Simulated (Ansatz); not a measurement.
# HfBe: how the k-point mesh moves the results

Method: DFT r2SCAN, scalar-relativistic, plane waves, PAW (Ansatz 0.2.0).

```
Hf Be
1.0
     1.65137   -5.02725    0.00000
     1.65137    5.02725    0.00000
     0.00000    0.00000    3.72928
Hf Be
2 2
Cartesian
  1.6514 -3.5086 2.7970
  1.6514 3.5086 0.9323
  1.6514 -0.6059 2.7970
  1.6514 0.6059 0.9323
```

* plane-wave cutoff: 500 eV
* occupation rule: Gaussian smearing, 0.1 eV
* spin treatment: unpolarised

The atoms are held and the k-point mesh is swept. Energies are extrapolated to zero smearing and count from the reference run, 14×14×12. The cell isn't necessarily relaxed at this level. The meshes are Γ-centred. Spin–orbit coupling is left out. Pressure is positive in compression.

**Question.** Tried: 1×1×1, 2×2×2, 4×4×2, 6×6×4, 6×6×6, 8×8×6, 8×8×8, 10×10×8, 14×14×12. From which k-point mesh on does the energy per atom stay within 100, 10 and 1 meV of the reference?

**Answer.** 1×1×1 for 100 meV, 6×6×4 for 10 meV, 6×6×6 for 1 meV. The reference itself isn't shown to be converged. At 6×6×4, where the energy is within 10 meV, force components still miss by up to 0.133 eV/Å, where the largest force is 0.087 eV/Å.

```tsv
mesh	ΔE (meV/atom)	P (GPa)	largest change of a force component (eV/Å)	irreducible points
1×1×1	-20.9	-7.72	2.552	1
2×2×2	-78.1	1.45	0.168	6
4×4×2	57.2	1.59	0.209	14
6×6×4	9.72	0.23	0.133	39
6×6×6	-0.50	0.40	0.027	52
8×8×6	0.18	0.73	0.076	84
8×8×8	0.31	0.63	0.045	105
10×10×8	-0.81	0.62	0.017	155
14×14×12	0.00	0.65	0.000	399
```